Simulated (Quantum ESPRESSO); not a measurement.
# Strain and stress in InGaHfF2O4

These are calculations, not measurements. They come from pw.x of Quantum ESPRESSO 7.5, a plane-wave density functional program, with PseudoDojo standard norm-conserving files (v0.5 for PBE, v0.4.1 for LDA and PBEsol). The cells are made up: elements, strain and atom displacements were drawn at random, and nothing was relaxed. There is no spin polarisation, spin-orbit coupling or dispersion term.

The hafnium file is less sure than the others, with forces about 3 percent (worst 6) and pressure in oxides about 1.5 GPa (worst 2.7) from a second method in checks, which no rerun with the same files tests.

The cell has 10 sites of a corundum lattice. Sites 1 to 4 hold In Ga empty Hf; sites 5 to 10 hold F O O O F O. Cell vectors in Å: (2.655, 1.504, 4.739); (-2.726, 1.607, 4.745); (0.054, -3.114, 4.743). Settings: PBE, cutoff 1143 eV, 5 x 5 x 5 k mesh shifted by half a step, Fermi-Dirac smearing of 0.025 eV.

Each run adds the same linear strain along x, y and z to one cell, with the atoms carried along; the vectors above are those of run 5. Stress is positive in tension and P is minus a third of its trace. E is the free energy for each atom above the lowest run shown.

```
run,strain (%),s_xx (GPa),s_yy (GPa),s_zz (GPa),s_xy (GPa),P (GPa),E (meV/atom)
1,-1.99,-15.30,-5.92,-21.63,-14.32,14.28,41.61
2,-1.51,-12.40,-3.19,-18.58,-13.57,11.39,26.81
3,-1.26,-10.97,-1.84,-17.07,-13.20,9.96,20.56
4,-0.41,-6.44,2.39,-12.29,-12.00,5.45,4.50
5,0.00,-4.44,4.25,-10.17,-11.46,3.45,0.00
7,2.08,4.06,12.07,-1.10,-9.01,-5.01,5.15
6,0.28,?,?,?,?,?,?
```

A rerun of one of these cells at 1437 eV and k mesh 7 x 7 x 7 moved values by no more than 0.003 eV in the cell's energy, 0.03 GPa in stress and 0.002 eV/Å in force.

## Worked fit

A parabola through the six runs shown gives P = 3.44 - 4.76 e + 0.339 e² GPa, with e in per cent and a scatter of 0.02 GPa. A linear strain of 1 % changes the volume by about 3 %, so the bulk modulus of this cell with clamped atoms is about 159 ± 2 GPa at e = 0. The error is the larger of the fit's own and the change that a cubic makes, rounded up.

## Withheld run

Question: what P should run 6 give?

The fit gives 2.13 GPa. The calculation gave 2.16 GPa.

| run | strain (%) | s_xx (GPa) | s_yy (GPa) | s_zz (GPa) | s_xy (GPa) | P (GPa) | E (meV/atom) |
| --- | --- | --- | --- | --- | --- | --- | --- |
| 6 | 0.28 | -3.14 | 5.45 | -8.80 | -11.10 | 2.16 | -1.97 |